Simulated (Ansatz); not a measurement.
# E(M) for RbGdO₂ (R-3m)

```yaml
crystal:
  lattice:
    - [1.77400, 1.02422, 6.52667]
    - [-1.77400, 1.02422, 6.52667]
    - [0.00000, -2.04844, 6.52667]
  atoms:
    - { symbol: Rb, position: [0.00000, 0.00000, 0.00000] }
    - { symbol: Gd, position: [0.50000, 0.50000, 0.50000] }
    - { symbol: O, position: [0.22000, 0.22000, 0.22000] }
    - { symbol: O, position: [0.78000, 0.78000, 0.78000] }
```

The source of the geometry is a structure as deposited in COD; atoms and cell stay fixed.

The runs share PBEsol, 9×9×9 k mesh, Fermi–Dirac smearing of 0.08 eV. PAW means Ansatz 0.2.0 on its default frozen-core files; LAPW is all-electron LAPW in Ansatz 0.2.0. Site moments are integrated in spheres about the atoms, whose radii differ between the methods. Start moments of the first PAW run (μB): Gd2 7.

The total moment M of the cell is held by giving each spin its own Fermi level. Half their difference over μB is the field that would hold M, so μB·B = dF/dM. Energies count from each method's free run. The held moment starts on the atoms that carry the free run's moments.

The free PAW run: Site moments (μB): Rb1 0.00, Gd2 6.77, O3 0.01, O4 0.01. Cell moment 7.00 μB.

| M (μB/cell) | ΔF PAW (meV/cell) | ΔF LAPW (meV/cell) | B, PAW (T) | largest site moment, PAW (μB) | pressure, PAW (GPa) |
| --- | --- | --- | --- | --- | --- |
| 5.95 | +1642.4 | +1640.5 | -28726 | 6.23 | 0.9 |
| 7.70 | +1382.6 | +1382.6 | +38812 | 6.82 | 2.7 |
| 8.40 | +3068.6 | – | +44165 | 6.88 | ? |
| 9.45 | +6021.7 | – | +52831 | 7.00 | ? |

**Question.** Fill in "pressure, PAW (GPa)" for the row "8.40".

**Answer.** 5.1.

**Question.** Fill in "pressure, PAW (GPa)" for the row "9.45".

**Answer.** 9.2.

Against an unpolarised PAW run, spin polarisation gains 1886.6 meV per atom; the pressure goes from -2.0 to 1.2 GPa.

**Question.** Check μB·B = dF/dM between M = 8.40 and 9.45 μB with the PAW numbers.

**Answer.** ΔF/ΔM = +2953.1 meV / 1.05 = +2812.5 meV per μB, which is +48588 T with μB = 0.05788 meV/T. The mean of the two holding fields is +48498 T. The slope equals the mean of B over the step, so the two agree where B(M) is nearly straight between its ends, and here they lie within a tenth of each other.

Separate runs put a uniform field on the spins (g = 2):

| field (T) | M PAW (μB/cell) | M LAPW (μB/cell) |
| --- | --- | --- |
| 300 | 7.000 | 7.000 |
| 600 | 7.000 | 7.000 |

The PAW files were made with PBE; the program remakes their cores once for the run's functional and then keeps them frozen. Without U a semilocal functional puts the f levels too near the Fermi level, which can change moments and the order of magnetic states; site and cell moments are spin moments. Spin–orbit coupling is left out although heavy atoms are present. With open f shells a run can end in a state that isn't the lowest. None of this fixes the real material's magnetic order: only patterns that fit the cell were computed, at zero temperature, with a functional that can overstate moments. Left out because they would open the f shell, whose fillings are many: PAW, total moment held at 0 μB; PAW, total moment held at 1.75 μB; PAW, total moment held at 3.5 μB; PAW, total moment held at 4.9 μB; and 1 more.
